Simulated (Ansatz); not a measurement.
Starting cell, SrVO3 (cubic perovskite):

```xyz
5
Lattice="3.8407 0.0000 0.0000 0.0000 3.8407 0.0000 0.0000 0.0000 3.8407" Properties=species:S:1:pos:R:3 pbc="T T T"
Sr     0.0000     0.0000     0.0000
V      1.9203     1.9203     1.9203
O      0.0000     1.9203     1.9203
O      1.9203     1.9203     0.0000
O      1.9203     0.0000     1.9203
```

Scan: atom 3 (O, nearest neighbour V at 1.920 Å; its periodic images, 3.8 Å or more away, move with it) is displaced along Cartesian x, direction (1.000, 0.000, 0.000) in Cartesian axes, by s. The other atoms stay.

These are r2SCAN (plane waves to 500 eV, PAW, scalar-relativistic; Ansatz, a quantum-chemistry and plane-wave program) values and carry that method's errors. k mesh 10×10×10 (Γ-centred), Fermi-Dirac smearing 0.05 eV. Energies are smeared free energies. With partly filled bands, energies and forces of such displacements shift with the k mesh and the smearing. Relaxed SrVO3 ends ferromagnetic. SrVO3 is run spin-polarised and with no Hubbard U. SrVO3 was relaxed with its symmetry unable to fall. Other magnetic orders were not checked, so this need not be the ground state. ΔE is measured from the undisplaced structure. The last digit holds for this mesh only.

```csv
s (Å),ΔE (meV/cell)
-0.190,262.2
-0.152,160.6
-0.114,withheld
-0.076,37.8
-0.038,9.3
0.000,0.0
0.038,9.3
0.076,37.8
0.114,withheld
0.152,160.6
0.190,262.2
```

Fit an even polynomial form (powers 2, 4) to the given rows and predict ΔE at s = 0.114.

Least squares on the 9 given rows: ΔE = (6400)·s² + (23910)·s⁴, in meV/cell with s in Å; root-mean-square residual 0.02 meV/cell. At 0.114 the fit gives 87.2 meV/cell; the calculation gives 87.2 meV/cell, the same to the digits shown. The quadratic term alone would give 83.2 meV/cell.

(A displaced cell: forces are minus the slopes of the energy, force constants its curvatures, and phonons follow from these.)
